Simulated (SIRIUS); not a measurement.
Set-up for a self-consistent single point of HgTe (P3_221, 12 atoms in the cell; from Materials Project mp-1071269, changed as shown).

```xyz
12
Lattice="4.6867 0.0000 0.0000 0.0000 8.1177 0.0000 0.0000 0.0000 10.4612" Properties=species:S:1:pos:R:3 pbc="T T T"
Hg     1.6130     2.7938     0.0000
Hg     1.4608     0.0000     6.9741
Hg     3.9564     1.2651     3.4871
Hg     3.9564     6.8526     0.0000
Hg     3.8041     4.0588     6.9741
Hg     1.6130     5.3239     3.4871
Te     1.2038     2.0851     5.2306
Te     2.2791     0.0000     1.7435
Te     3.5472     1.9737     8.7176
Te     3.5472     6.1440     5.2306
Te     4.6224     4.0588     1.7435
Te     1.2038     6.0326     8.7176
```

Method: LDA (PW92), GBRV LDA ultrasoft pseudopotentials (plane waves; SIRIUS).

SIRIUS settings:

- parameters.ngridk: 6 4 2
- parameters.xc_functionals: [XC_LDA_X, XC_LDA_C_PW]
- parameters.gk_cutoff: 6.325 1/bohr
- parameters.pw_cutoff: 14.143 1/bohr
- parameters.smearing: fermi_dirac
- parameters.smearing_width: 0.000367493 Ha
- potentials: GBRV LDA ultrasoft pseudopotentials
- parameters.electronic_structure_method: pseudopotential
- parameters.num_bands: 65
- parameters.num_mag_dims: 0
- parameters.num_dft_iter: 100
- parameters.energy_tol: 1e-07 Ha
- parameters.density_tol: 1e-06
- mixer.type: broyden2
- mixer.beta: 0.7
- mixer.use_hartree: true

Problem. Estimate, at this level of theory: gap on the k-point mesh, pressure and largest force (vector length).

Solution. The run gave:

| Item | Value |
|---|---|
| Gap on the k-point mesh | 0.59 eV |
| Pressure | -3.42 GPa |
| Largest force (vector length) | 0.148 eV/Å |

The gap is read on the k-point mesh of the run and can differ from the gap over the whole zone at this level.

For comparison: a first run was changed to give this one (lattice scaled by 1.02), and from it to this one the free energy goes up by 27.4 meV/atom, the pressure goes from -1.02 to -3.42 GPa, the largest force goes from 0.277 to 0.148 eV/Å and the gap on the mesh goes from 0.602 to 0.585 eV.

Spin-orbit coupling is left out, which matters for bands and gaps with elements this heavy. The structure comes from a collection of computed structures, made at another level of theory; the collection holds predicted forms beside known ones. Its lattice was then scaled.

Cost on one core: about 15 core-minutes (a rough figure).
